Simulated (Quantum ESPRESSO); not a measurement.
Zr2WF2O6, finding a planted mistake in a log

Simulated, not a measurement. The program is pw.x of Quantum ESPRESSO 7.5 (plane-wave density functional theory). The cell is made up: 11 atoms on a rutile lattice with one site empty, with randomly drawn elements, strain and displacements, not relaxed. PseudoDojo standard norm-conserving files (v0.5 for PBE, v0.4.1 for LDA and PBEsol) set the functional; there is no spin polarisation, spin-orbit coupling or dispersion term, and the masses in the input are unused placeholders.

Intended input:

```
&control calculation='scf', pseudo_dir='./dojo.nc.sr.pbe.v0_5.standard.upf', outdir='./o', disk_io='medium', tprnfor=.true., tstress=.true. /
&system ibrav=0, nat=11, ntyp=4, nbnd=50, ecutwfc=84.00895049, nosym=.true., tot_charge=0,
 occupations='smearing', smearing='fd', degauss=0.0018374661
/
&electrons conv_thr=7.350e-09, electron_maxstep=60, /
ATOMIC_SPECIES
F 1.0 F.upf
O 1.0 O.upf
W 1.0 W.upf
Zr 1.0 Zr.upf
CELL_PARAMETERS angstrom
4.9849 0.0 0.0
0.0 4.9849 0.0
0.0 0.0 6.6533
ATOMIC_POSITIONS angstrom
Zr 0.047 0.0406 -0.0142
Zr -0.0618 -0.0624 3.2845
W 2.5005 2.5881 4.9764
F 1.5539 1.5772 -0.044
O 3.4356 3.4906 -0.0024
O 3.9805 1.0069 1.5629
F 0.9634 3.8698 1.7329
O 1.5394 1.4162 3.3787
O 3.4714 3.503 3.2775
O 3.9048 0.9285 5.0947
O 0.9085 4.0629 5.0011
K_POINTS automatic
5 5 4 1 1 1
```

The log is shortened where brackets say so; the opening notice, blank lines, dates and the lines on written files are dropped, and the path of the files is cut. It prints rydbergs, bohrs and kilobars, and counts compression as positive stress. Where no state is partly filled, the Fermi energy that it prints is only some level between the filled and the empty states on the mesh, and need not lie in the true gap.

Log of the intended run:

```
     Program PWSCF v.7.5
     Parallel version (MPI & OpenMP), running on       1 processor cores
     Number of MPI processes:                 1
     Threads/MPI process:                     1
     [start-up lines left out]
     bravais-lattice index     =            0
     lattice parameter (alat)  =       9.4201  a.u.
     unit-cell volume          =    1115.6979 (a.u.)^3
     number of atoms/cell      =           11
     number of atomic types    =            4
     number of electrons       =        88.00
     number of Kohn-Sham states=           50
     kinetic-energy cutoff     =      84.0090  Ry
     charge density cutoff     =     336.0358  Ry
     scf convergence threshold =      7.3E-09
     mixing beta               =       0.7000
     number of iterations used =            8  plain     mixing
     Exchange-correlation= PBE
                           (   1   4   3   4   0   0   0)
     [axes and pseudopotential details left out]
   Cartesian axes
     site n.     atom                  positions (alat units)
         1        Zr     tau(   1) = (   0.0094285   0.0081446  -0.0028486  )
         2        Zr     tau(   2) = (  -0.0123974  -0.0125178   0.6588898  )
         3        W      tau(   3) = (   0.5016149   0.5191879   0.9982949  )
         4        F      tau(   4) = (   0.3117214   0.3163955  -0.0088267  )
         5        O      tau(   5) = (   0.6892014   0.7002347  -0.0004815  )
         6        O      tau(   6) = (   0.7985115   0.2019900   0.3135269  )
         7        F      tau(   7) = (   0.1932637   0.7763044   0.3476298  )
         8        O      tau(   8) = (   0.3088126   0.2840980   0.6777869  )
         9        O      tau(   9) = (   0.6963831   0.7027222   0.6574856  )
        10        O      tau(  10) = (   0.7833256   0.1862625   1.0220265  )
        11        O      tau(  11) = (   0.1822504   0.8150414   1.0032498  )
     number of k points=    50  Fermi-Dirac smearing, width (Ry)=  0.0018
                       cart. coord. in units 2pi/alat
        k(    1) = (   0.1000000   0.1000000   0.0936547), wk =   0.0400000
        k(    2) = (   0.1000000   0.1000000   0.2809640), wk =   0.0400000
     [further k points left out]
     Dense  grid:   116161 G-vectors     FFT dimensions: (  60,  60,  75)
     Estimated max dynamical RAM per process >     185.60 MB
     Initial potential from superposition of free atoms
     starting charge      87.9947, renormalised to      88.0000
     Starting wfcs are   62 randomized atomic wfcs
     total cpu time spent up to now is       31.3 secs
     per-process dynamical memory:   110.0 Mb
     Self-consistent Calculation
     iteration #  1     ecut=    84.01 Ry     beta= 0.70
     Davidson diagonalization with overlap
     ethr =  1.00E-02,  avg # of iterations =  2.0
     total cpu time spent up to now is      115.7 secs
     total energy              =    -648.20472659 Ry
     estimated scf accuracy    <       6.23148734 Ry
     iteration #  2     ecut=    84.01 Ry     beta= 0.70
     Davidson diagonalization with overlap
     ethr =  7.08E-03,  avg # of iterations =  6.8
     total cpu time spent up to now is      243.0 secs
     total energy              =    -644.63127901 Ry
     estimated scf accuracy    <      62.83303494 Ry
     [iterations 3 to 18 left out]
     iteration # 19     ecut=    84.01 Ry     beta= 0.70
     Davidson diagonalization with overlap
     ethr =  2.55E-11,  avg # of iterations =  5.1
     total cpu time spent up to now is     1606.3 secs
     total energy              =    -651.88941315 Ry
     estimated scf accuracy    <       0.00000006 Ry
     iteration # 20     ecut=    84.01 Ry     beta= 0.70
     Davidson diagonalization with overlap
     ethr =  2.55E-11,  avg # of iterations =  2.1
     total cpu time spent up to now is     1695.9 secs
     End of self-consistent calculation
     [lines on levels left out]
     the Fermi energy is     6.1906 ev
!    total energy              =    -651.88941315 Ry
     estimated scf accuracy    <          2.9E-09 Ry
     smearing contrib. (-TS)   =      -0.00000000 Ry
     internal energy E=F+TS    =    -651.88941315 Ry
     The total energy is F=E-TS. E is the sum of the following terms:
     one-electron contribution =    -252.57370774 Ry
     hartree contribution      =     163.34510665 Ry
     xc contribution           =    -144.04070314 Ry
     ewald contribution        =    -418.62010893 Ry
     convergence has been achieved in  20 iterations
     Forces acting on atoms (cartesian axes, Ry/au):
     atom    1 type  4   force =    -0.12120752    0.02116650    0.11612639
     atom    2 type  4   force =    -0.02353562    0.08069231   -0.09099088
     atom    3 type  3   force =     0.07980458    0.02679303   -0.10657756
     atom    4 type  1   force =     0.00101558    0.00865582   -0.05894264
     atom    5 type  2   force =    -0.04186702   -0.04580841   -0.18250283
     atom    6 type  2   force =     0.11588421   -0.10752097    0.00086245
     atom    7 type  1   force =    -0.03382834    0.04723055   -0.01175720
     atom    8 type  2   force =     0.02721767    0.06114879    0.16601922
     atom    9 type  2   force =    -0.07220523   -0.06960030    0.19011785
     atom   10 type  2   force =    -0.02840851    0.07338233   -0.01647536
     atom   11 type  2   force =     0.09713021   -0.09613965   -0.00587943
     Total force =     0.484817     Total SCF correction =     0.000126
     Computing stress (Cartesian axis) and pressure
          total   stress  (Ry/bohr**3)                   (kbar)     P=     -216.01
  -0.00121226   0.00011930  -0.00022243         -178.33       17.55      -32.72
   0.00011930  -0.00124750  -0.00020558           17.55     -183.51      -30.24
  -0.00022243  -0.00020558  -0.00194537          -32.72      -30.24     -286.17
     init_run     :     29.12s CPU     31.23s WALL (       1 calls)
     electrons    :   1587.81s CPU   1664.61s WALL (       1 calls)
     forces       :     20.27s CPU     20.58s WALL (       1 calls)
     stress       :     67.04s CPU     69.52s WALL (       1 calls)
     [timing details left out]
     PWSCF        :  28m24.71s CPU  29m47.44s WALL
     JOB DONE.
```

A second run was made from an input with one planted mistake. Its log:

```
     Program PWSCF v.7.5
     Parallel version (MPI & OpenMP), running on       1 processor cores
     Number of MPI processes:                 1
     Threads/MPI process:                     1
     [start-up lines left out]
     bravais-lattice index     =            0
     lattice parameter (alat)  =       9.4201  a.u.
     unit-cell volume          =    1115.6979 (a.u.)^3
     number of atoms/cell      =           11
     number of atomic types    =            4
     number of electrons       =        88.00
     number of Kohn-Sham states=           68
     kinetic-energy cutoff     =      84.0090  Ry
     charge density cutoff     =     336.0358  Ry
     scf convergence threshold =      7.3E-09
     mixing beta               =       0.7000
     number of iterations used =            8  plain     mixing
     Exchange-correlation= PBE
                           (   1   4   3   4   0   0   0)
     [axes and pseudopotential details left out]
   Cartesian axes
     site n.     atom                  positions (alat units)
         1        Zr     tau(   1) = (   0.0094285   0.0081446  -0.0028486  )
         2        Zr     tau(   2) = (  -0.0123974  -0.0125178   0.6588898  )
         3        W      tau(   3) = (   0.5016149   0.5191879   0.9982949  )
         4        F      tau(   4) = (   0.3117214   0.3163955  -0.0088267  )
         5        O      tau(   5) = (   0.6892014   0.7002347  -0.0004815  )
         6        O      tau(   6) = (   0.7985115   0.2019900   0.3135269  )
         7        F      tau(   7) = (   0.1932637   0.7763044   0.3476298  )
         8        O      tau(   8) = (   0.3088126   0.2840980   0.6777869  )
         9        O      tau(   9) = (   0.6963831   0.7027222   0.6574856  )
        10        O      tau(  10) = (   0.7833256   0.1862625   1.0220265  )
        11        O      tau(  11) = (   0.1822504   0.8150414   1.0032498  )
     number of k points=    50  Fermi-Dirac smearing, width (Ry)=  0.0301
                       cart. coord. in units 2pi/alat
        k(    1) = (   0.1000000   0.1000000   0.0936547), wk =   0.0400000
        k(    2) = (   0.1000000   0.1000000   0.2809640), wk =   0.0400000
     [further k points left out]
     Dense  grid:   116161 G-vectors     FFT dimensions: (  60,  60,  75)
     Estimated max dynamical RAM per process >     205.96 MB
     Initial potential from superposition of free atoms
     starting charge      87.9947, renormalised to      88.0000
     Starting wfcs are   62 randomized atomic wfcs +    6 random wfcs
     total cpu time spent up to now is       24.3 secs
     per-process dynamical memory:   105.1 Mb
     Self-consistent Calculation
     iteration #  1     ecut=    84.01 Ry     beta= 0.70
     Davidson diagonalization with overlap
     ethr =  1.00E-02,  avg # of iterations =  7.1
     total cpu time spent up to now is      112.7 secs
     total energy              =    -648.38908378 Ry
     estimated scf accuracy    <       6.02696909 Ry
     iteration #  2     ecut=    84.01 Ry     beta= 0.70
     Davidson diagonalization with overlap
     ethr =  6.85E-03,  avg # of iterations =  2.8
     total cpu time spent up to now is      184.4 secs
     total energy              =    -644.76680063 Ry
     estimated scf accuracy    <      62.53766894 Ry
     [iterations 3 to 17 left out]
     iteration # 18     ecut=    84.01 Ry     beta= 0.70
     Davidson diagonalization with overlap
     ethr =  1.06E-10,  avg # of iterations =  2.0
     total cpu time spent up to now is     1593.1 secs
     total energy              =    -651.93261222 Ry
     estimated scf accuracy    <       0.00000009 Ry
     iteration # 19     ecut=    84.01 Ry     beta= 0.70
     Davidson diagonalization with overlap
     ethr =  9.79E-11,  avg # of iterations =  1.0
     total cpu time spent up to now is     1651.5 secs
     End of self-consistent calculation
     [lines on levels left out]
     the Fermi energy is     6.2742 ev
!    total energy              =    -651.93261223 Ry
     estimated scf accuracy    <          2.3E-09 Ry
     smearing contrib. (-TS)   =      -0.12132399 Ry
     internal energy E=F+TS    =    -651.81128823 Ry
     The total energy is F=E-TS. E is the sum of the following terms:
     one-electron contribution =    -252.74456072 Ry
     hartree contribution      =     163.62735992 Ry
     xc contribution           =    -144.07397851 Ry
     ewald contribution        =    -418.62010893 Ry
     convergence has been achieved in  19 iterations
     Forces acting on atoms (cartesian axes, Ry/au):
     atom    1 type  4   force =    -0.10919634    0.00655603    0.07899301
     atom    2 type  4   force =    -0.02219602    0.06241288   -0.06122668
     atom    3 type  3   force =     0.07606426    0.02084675   -0.08853792
     atom    4 type  1   force =    -0.00465523    0.00324632   -0.05189660
     atom    5 type  2   force =    -0.02892600   -0.03100785   -0.16230007
     atom    6 type  2   force =     0.09919692   -0.09027696    0.00345744
     atom    7 type  1   force =    -0.03508969    0.04922564   -0.01271235
     atom    8 type  2   force =     0.01739340    0.04953246    0.14307135
     atom    9 type  2   force =    -0.05672653   -0.05322258    0.16977497
     atom   10 type  2   force =    -0.01847759    0.06265023   -0.01422490
     atom   11 type  2   force =     0.08261282   -0.07996292   -0.00439824
     Total force =     0.410965     Total SCF correction =     0.000130
     Computing stress (Cartesian axis) and pressure
          total   stress  (Ry/bohr**3)                   (kbar)     P=     -199.04
  -0.00116064   0.00007381  -0.00021607         -170.74       10.86      -31.78
   0.00007381  -0.00118212  -0.00018325           10.86     -173.90      -26.96
  -0.00021607  -0.00018325  -0.00171646          -31.78      -26.96     -252.50
     init_run     :     22.13s CPU     24.23s WALL (       1 calls)
     electrons    :   1603.24s CPU   1627.20s WALL (       1 calls)
     forces       :     12.82s CPU     12.97s WALL (       1 calls)
     stress       :     42.75s CPU     43.02s WALL (       1 calls)
     [timing details left out]
     PWSCF        :  28m 1.32s CPU  28m28.37s WALL
     JOB DONE.
```

Question: what was wrong in the second input?

Answer: the smearing is too wide. The input lines that differ, file-writing options aside:

```
- &system ibrav=0, nat=11, ntyp=4, nbnd=50, ecutwfc=84.00895049, nosym=.true., tot_charge=0,
+ &system ibrav=0, nat=11, ntyp=4, nbnd=68, ecutwfc=84.00895049, nosym=.true., tot_charge=0,
-  occupations='smearing', smearing='fd', degauss=0.0018374661
+  occupations='smearing', smearing='fd', degauss=0.0301344442
```

|  | intended run | run with the mistake |
| --- | --- | --- |
| free energy (eV) | -8869.407 | -8869.995 |
| smearing term -TS (eV) | 0.0000 | -1.6507 |
| pressure (GPa) | -21.60 | -19.90 |
| largest force component (eV/Å) | 4.888 | 4.365 |
| largest change of a force component (eV/Å) |  | 0.955 |
| iterations | 20 | 19 |

For scale, a rerun of the intended cell at a cutoff of 1467 eV and k mesh 7 x 7 x 6 moved values by no more than 0.005 eV in energy, 0.02 GPa in stress and 0.002 eV/Å in force. The number of bands, nbnd, was set by rule from the electron count and the smearing, so it follows the mistake.